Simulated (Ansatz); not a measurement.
LaCoO$_{3}$ (space group R-3c)

```xyz
10
Lattice="2.7018 1.5599 4.3105 -2.7018 1.5599 4.3105 0.0000 -3.1198 4.3105" Properties=species:S:1:pos:R:3 pbc="T T T"
La     0.0000     0.0000     3.2329
La     0.0000     0.0000     9.6987
O     -0.2832    -1.5599     5.3882
O      1.4925     0.5347     5.3882
O     -1.2093     1.0252     5.3882
O      0.2832     1.5599     7.5434
O     -1.4925    -0.5347     7.5434
O      1.2093    -1.0252     7.5434
Co     0.0000     0.0000     0.0000
Co     0.0000     0.0000     6.4658
```

The slice is a (-1 0 1 2) plane (indices of the conventional cell) through the point (0.250, 0.250, 0.250) (fractional), spanned by u = [100] and v = [0 1 -1] in vectors of this cell: u (5.32 Å) and v (5.40 Å, at 90° to u). It covers one period; positions are fractions (u, v).

Calculation: PBEsol (plane waves to 420 eV, PAW, scalar-relativistic; Ansatz, a quantum-chemistry and plane-wave program). k mesh 11×11×11. These are valence fields of a PAW run, semicore shells included where kept as valence: close to a nucleus they are smooth pseudo fields. LaCoO3 is run spin-polarised and with no Hubbard U. LaCoO3 was relaxed with its symmetry unable to fall. Relaxed LaCoO3 ends ferromagnetic. Other magnetic orders were not checked, so this need not be the ground state.

Three fields on this plane, each scaled to ten steps between its own extremes (0 low, 9 high; the total valence density on a logarithmic scale, the potential cut 8 eV below its top; x marks points blanked near nuclei; v = 0 in the bottom row):

Map A
```
|xxxx00267xxxxxxx76200xxx|
|xxx000478xxxxxxx874000xx|
|xx0000588xxxxxxx8850000x|
|0000036898xxxxx898630000|
|000146788866566888764100|
|334577777543334577777543|
|566888764100000146788866|
|xxx8986300000000036898xx|
|xxxx8850000xxx0000588xxx|
|xxxx874000xxxxx000478xxx|
|xxxx76200xxxxxxx00267xxx|
|xxxx76200xxxxxxx00267xxx|
|xxx886200xxxxxxx002688xx|
|xx89973000xxxxx00037998x|
|99999750000xxx0000579999|
|999998630000000003689999|
|677888764100000146788877|
|224567776542224567776542|
|000146788877677888764100|
|000003689999999998630000|
|xx000057999999999750000x|
|xxx00037998xxx89973000xx|
|xxxx002688xxxxx886200xxx|
|xxxx00267xxxxxxx76200xxx|
```

Map B
```
|xxxx10126xxxxxxx62101xxx|
|xxx110126xxxxxxx621011xx|
|xx0101124xxxxxxx4211010x|
|0001111235xxxxx532111100|
|001111112334443321111110|
|112211111221112211111221|
|443321111110001111112334|
|xxx5321111000001111235xx|
|xxxx4211010xxx0101124xxx|
|xxxx621011xxxxx110126xxx|
|xxxx62101xxxxxxx10126xxx|
|xxxx62111xxxxxxx11126xxx|
|xxx942111xxxxxxx111249xx|
|xx94211111xxxxx11111249x|
|54322111111xxx1111112234|
|111111111112221111111111|
|111111111111111111111111|
|111111111111111111111111|
|111111111111111111111111|
|221111111111111111111112|
|xx111111223454322111111x|
|xxx11111249xxx94211111xx|
|xxxx111249xxxxx942111xxx|
|xxxx11126xxxxxxx62111xxx|
```

Map C
```
|xxxx96127xxxxxxx72169xxx|
|xxx994127xxxxxxx721499xx|
|xx9972027xxxxxxx7202799x|
|8886300158xxxxx851003688|
|432100002467776420000123|
|221100000112221100000112|
|776420000123432100002467|
|xxx8510036888886300158xx|
|xxxx7202799xxx9972027xxx|
|xxxx721499xxxxx994127xxx|
|xxxx72169xxxxxxx96127xxx|
|xxxx61169xxxxxxx96116xxx|
|xxx851159xxxxxxx951158xx|
|xx86200489xxxxx98400268x|
|76520002699xxx9962000256|
|211000003799999730000011|
|000000000257775200000000|
|110000000001110000000001|
|775200000000000000000257|
|999730000011211000003799|
|xx996200025676520002699x|
|xxx98400268xxx86200489xx|
|xxxx951158xxxxx851159xxx|
|xxxx96116xxxxxxx61169xxx|
```

Question: Assign the maps to these fields: ELF of the up spins; spin density, up minus down; electrostatic potential energy of an electron, from the cell's mean.

Answer: A is the electrostatic potential energy of an electron, from the cell's mean; B is the spin density, up minus down; C is the ELF of the up spins.
